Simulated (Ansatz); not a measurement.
**Y (P6_3/mmc): lattice vibrations**

```
Y
1.0
     3.59573    0.00000    0.00000
    -1.79786    3.11399    0.00000
     0.00000    0.00000    5.59845
Y
2
Direct
  0.33333 0.66667 0.25000
  0.66667 0.33333 0.75000
```

Computed, not measured; unless marked otherwise by PBEsol, all-electron LAPW in Ansatz 0.2.0, scalar-relativistic. k mesh 12×12×6, Fermi-Dirac smearing of 0.080 eV, basis error target 1 meV/atom. The cell was relaxed by PAW under this functional, which moved its volume by -5 % from the database entry's.

Atoms are displaced by 0.01 Å in the smallest supercells that hold the wave vectors of a 3×3×1 mesh. Negative values stand for unstable modes.

What are the phonon energies at the solved wave vectors, in meV?

```tsv
q	point	modes (meV)
0.000 0.000 0.000	Gamma	10.71 (×2), 18.81
0.333 0.000 0.000	–	8.53, 8.81, 14.47, 15.01, 16.01, 18.19
0.333 0.333 0.000	K	13.57 (×2), 13.64 (×2), 16.17, 17.41
```

Is the structure dynamically stable at these wave vectors?

Yes, no mode is unstable there; wave vectors off this mesh aren't tested.

How do the optical zone-centre modes decompose, and which are active?

Point group 6/mmm: Γ_opt = E2g + B1g.

| label | meV | activity | mostly |
| --- | --- | --- | --- |
| E2g | 10.71 | Raman | Y (100 %) |
| B1g | 18.81 | silent | Y (100 %) |

How well do frozen-core PAW files reproduce these all-electron values?

With a cutoff of 420 eV and displacements of 0.0025 Å, the r.m.s. difference over the modes is 0.0 cm⁻¹; the largest difference is 116.8 (PAW) against 116.7 cm⁻¹ (LAPW).

The cell is scaled evenly to 61.746 and 63.626 Å³ (from 62.686), with free atoms relaxed and the shape held, so these aren't the values under hydrostatic pressure. What are the mode Grüneisen parameters γ = −d ln ω/d ln V?

For the highest mode, 154.6 cm⁻¹ in the small cell and 148.8 in the large one give γ ≈ 1.27. From the change of the dynamical matrix on each mode:

```json
{"point": "Gamma", "cm⁻¹": "86.4", "γ": "0.20"}
{"point": "Gamma", "cm⁻¹": "151.7", "γ": "1.27"}
{"point": "0.333/0/0", "cm⁻¹": "68.8", "γ": "0.16"}
{"point": "0.333/0/0", "cm⁻¹": "71.1", "γ": "0.32"}
{"point": "0.333/0/0", "cm⁻¹": "116.7", "γ": "1.08"}
{"point": "0.333/0/0", "cm⁻¹": "121.1", "γ": "0.57"}
{"point": "0.333/0/0", "cm⁻¹": "129.1", "γ": "1.11"}
{"point": "0.333/0/0", "cm⁻¹": "146.7", "γ": "1.00"}
{"point": "K", "cm⁻¹": "109.5", "γ": "0.92"}
{"point": "K", "cm⁻¹": "110.0", "γ": "0.36"}
{"point": "K", "cm⁻¹": "130.4", "γ": "0.71"}
{"point": "K", "cm⁻¹": "140.4", "γ": "1.25"}
```

Weighted by the modes' heat capacities at 300 K, the mean on this mesh is 0.71; it moves with the q mesh, and a coarse one overweights the zone boundary.

Limits of these numbers: responses of metals move with mesh and smearing; the frozen-core PAW files of the compared runs were fitted under PBE, their cores solved anew for this functional.
